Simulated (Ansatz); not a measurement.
**Work and stress of cleavage in Ge**

Level of theory: Ansatz 0.2.0, DFT r2SCAN, scalar-relativistic, plane waves, PAW. Settings: plane waves to 500 eV, k-mesh 8×5×3 (Γ-centred), Gaussian smearing 0.03 eV. No spin polarisation. Energies are free energies at this smearing, counted from the undisturbed cell; pressure is positive in compression.

Reference structure (relaxed at this level; this form isn't the usual structure):

```
Ge
1.0
     1.99782   -3.46033    0.00000
     0.00000    0.00000   -6.60271
    11.98695    6.92067    0.00000
Ge
16
Cartesian
  10.9880 6.3439 -6.1869
  2.9967 -0.5767 -6.1869
  4.9946 2.8836 -6.1869
  8.9902 2.8836 -6.1869
  10.9880 4.0371 -2.8855
  0.9989 0.5767 -2.8855
  4.9946 0.5767 -2.8855
  6.9924 4.0371 -2.8855
  10.9880 6.3439 -3.7172
  2.9967 -0.5767 -3.7172
  4.9946 2.8836 -3.7172
  8.9902 2.8836 -3.7172
  10.9880 4.0371 -0.4158
  0.9989 0.5767 -0.4158
  4.9946 0.5767 -0.4158
  6.9924 4.0371 -0.4158
```

The cut lies on the cell's a–b face, a (1 0 0) plane (indices in the standard cell, whose axes needn't be the Cartesian ones shown) of area 26.38 Å², between layers 2.31 Å apart. Vector c is lengthened by d along the normal with the atoms' Cartesian places fixed: one unrelaxed cut a cell. The traction is positive where the two halves pull on each other.

| d (Å) | energy (J/m²) | traction (GPa) |
| --- | --- | --- |
| -0.30 | 0.53 | -42.5 |
| -0.15 | 0.11 | -16.1 |
| 0.00 | 0.00 | 0.0 |
| 0.25 | 0.19 | 13.3 |
| 0.50 | 0.59 | 17.5 |
| 0.75 | 1.03 | 17.3 |
| 1.00 | 1.44 | 15.1 |
| 1.50 | 1.99 | 6.9 |
| 2.00 | 2.21 | 2.4 |
| 3.00 | 2.32 | 0.4 |
| 4.50 | 2.35 | 0.0 |
| 6.00 | 2.35 | 0.0 |

Task: What are the work of separation and the cleavage stress, and do they fit the universal binding curve?

Result: The energy levels off near W ≈ 2.35 J/m² (the traction is down to 0.0 GPa), the energy of the two unrelaxed faces, 1.17 J/m² each on average. The largest sampled traction is 17.5 GPa at d = 0.50 Å, and a parabola through it and its two neighbours peaks at σ_max ≈ 18.0 GPa, d ≈ 0.61 Å. The curve E = W[1 − (1 + d/ℓ)exp(−d/ℓ)] peaks in traction at d = ℓ with σ_max = W/(eℓ); with 1 J/m² per Å = 10 GPa this W and σ_max give ℓ = 0.48 Å. A parabola through that curve at the same three d peaks at 0.52 Å, against 0.61 Å here, a fair fit. The opened faces are metallic here, and spin polarisation, left out, could lower W. Real crystals break at far lower stress, because cracks concentrate it, and on the plane of lowest W, which needn't be this one.

The cut is rigid; relaxing the faces lowers these energies and usually the stresses.

The gap closes along the scan, which can put kinks into the curve.

Cost: 12 runs of about 18 core-minutes in all, on Intel Xeon 6975P-C (Granite Rapids) (shared hosts).